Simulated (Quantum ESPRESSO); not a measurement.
Band energies of BP

```
CELL_PARAMETERS angstrom
      0.00000     2.26607     2.26607
      2.26607     0.00000     2.26607
      2.26607     2.26607     0.00000
ATOMIC_POSITIONS crystal
  B  0.00000 0.00000 0.00000
  P  0.75000 0.75000 0.75000
```

PBE (Quantum ESPRESSO, PseudoDojo norm-conserving, 76 Ry, scalar-relativistic); path ΓXWKΓLUWLK,UX; energies in eV from the valence-band maximum.

```csv
k (1/Å),point,band 1,band 2,band 3,band 4,band 5,band 6,band 7
0.00,Γ,-15.49,0.00,0.00,0.00,3.41,3.41,3.41
0.43,,-14.92,-1.69,-1.57,-1.57,2.55,5.60,5.60
0.96,,-12.70,-5.90,-3.59,-3.59,1.35,3.11,9.89
1.39,X,-10.62,-8.60,-4.13,-4.13,1.34,1.66,12.10
1.96,,-10.36,-8.12,-5.59,-5.41,4.79,5.68,8.05
2.08,W,-10.34,-8.07,-5.69,-5.49,5.33,6.78,7.26
2.57,K,-10.62,-8.18,-6.24,-3.51,2.15,6.01,9.73
2.99,,-12.29,-6.85,-5.58,-2.19,3.60,6.81,7.97
3.52,,-14.64,-3.33,-2.53,-0.51,4.27,4.54,5.25
4.04,Γ,-15.49,0.00,0.00,0.00,3.41,3.41,3.41
4.44,,-14.99,-2.84,-0.67,-0.67,4.03,4.32,4.32
4.94,,-13.12,-7.59,-1.60,-1.60,3.87,4.83,4.83
5.24,L,-12.15,-9.06,-1.76,-1.76,3.80,4.72,4.72
5.35,,-12.12,-9.03,-1.99,-1.83,3.92,4.73,4.86
5.88,,-11.10,-8.18,-5.76,-3.11,2.61,7.74,8.31
6.09,U,-10.62,-8.18,-6.24,-3.51,2.15,6.01,9.73
6.38,,-10.47,-8.10,-6.01,-4.71,4.02,6.17,8.23
6.58,W,-10.34,-8.07,-5.69,-5.49,5.33,6.78,7.26
6.78,,-10.66,-8.00,-5.91,-4.68,4.90,6.22,7.80
7.27,,-11.91,-8.83,-3.12,-2.28,4.09,4.82,6.17
7.56,L,-12.15,-9.06,-1.76,-1.76,3.80,4.72,4.72
7.73,,-12.07,-8.98,-2.31,-1.93,3.97,4.87,5.06
8.07,,-11.45,-8.43,-4.88,-2.79,3.00,7.25,7.54
8.41,K,-10.62,-8.18,-6.24,-3.51,2.15,6.01,9.73
8.41,U,-10.62,-8.18,-6.24,-3.51,2.15,6.01,9.73
8.90,X,-10.62,-8.60,-4.13,-4.13,1.34,1.66,12.10
```

The PBE gap is indirect, 1.24 eV, from Γ to 85 % of the way from Γ to X; the smallest direct gap is 3.41 eV.

Geometry of the Materials Project entry, not relaxed at this level.
